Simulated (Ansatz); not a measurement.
TiO2:
```yaml
crystal:
  lattice:
    - [-1.88908, 1.88908, 4.79439]
    - [1.88908, -1.88908, 4.79439]
    - [1.88908, 1.88908, -4.79439]
  atoms:
    - { symbol: Ti, position: [0.00000, 0.00000, 0.00000] }
    - { symbol: Ti, position: [0.75000, 0.25000, 0.50000] }
    - { symbol: O, position: [0.95721, 0.45721, 0.50000] }
    - { symbol: O, position: [0.20721, 0.20721, 0.00000] }
    - { symbol: O, position: [0.79279, 0.79279, 0.00000] }
    - { symbol: O, position: [0.54279, 0.04279, 0.50000] }
```

Relaxed with r²SCAN. Special points in fractions of this cell's reciprocal vectors: Γ (0.000, 0.000, 0.000); X (0.000, 0.000, 0.500); P (0.250, 0.250, 0.250); N (0.000, 0.500, 0.000); M (0.500, 0.500, -0.500); S (0.289, 0.711, -0.289); S0 (-0.289, 0.289, 0.289); R (-0.078, 0.078, 0.500); G (0.500, 0.500, -0.078).

Question: List the band energies nearest the valence-band maximum at these points for r²SCAN (plane waves, PAW; program Ansatz).

Answer: In eV from the valence-band maximum; about four levels below and three above (degenerate sets whole), none deeper than 8.9 eV; points with the same levels are listed once.

| k | below | above |
|---|---|---|
| Γ | -0.79 -0.79 -0.47 -0.47 | 2.53 3.24 4.44 4.44 4.45 4.45 |
| X | -2.07 -2.07 -0.05 -0.05 | 3.71 3.71 4.18 4.18 |
| P | -1.62 -1.62 -0.24 -0.24 | 3.93 3.93 3.97 3.97 |
| N | -1.96 -0.96 -0.86 -0.68 | 3.65 3.94 3.98 |
| M | -1.29 -1.29 -0.12 -0.12 | 2.88 2.88 4.19 4.19 |
| S | -1.22 -0.96 -0.91 -0.84 | 3.64 3.89 3.96 |
| R | -1.91 -1.91 -0.09 -0.09 | 3.68 3.68 4.12 4.12 |

Space group I4_1/amd (anatase). The r²SCAN relaxation kept the symmetry of its start. The run is not spin-polarised.

Potentials: the earlier of the program's two PAW sets.
